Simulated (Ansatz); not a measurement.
SnO (zinc blende, F-43m) under volume change, the program Ansatz at the PBEsol level (PAW), scaled uniformly.

```csv
V (Å³/atom),E − E(relaxed) (meV/atom),P (GPa)
17.669,37.8,7.53
18.251,15.9,4.61
18.834,3.8,2.13
19.416,0.0,0.00
19.999,3.4,-1.84
20.581,13.1,-3.45
21.164,28.3,-4.86
```

Problem. What does a third-order Birch–Murnaghan fit give for V₀, B₀ and B′?

Solution. V₀ = 19.41 Å³/atom, B₀ = 66.4 GPa, B′ = 3.9.

The start of the workflow was typed in or built on a structure type; neither database checked (COD, Materials Project) lists it. It is not the phase usual at ambient conditions (space group No. 129). The cell was relaxed with PBEsol under the symmetry of its start. At this level the phase is mechanically unstable. The volume moved by 16 % from the start of the relaxation. Scalar-relativistic: spin–orbit coupling is off unless named, which matters more the heavier the elements.

Potentials: the earlier of the program's two PAW sets.
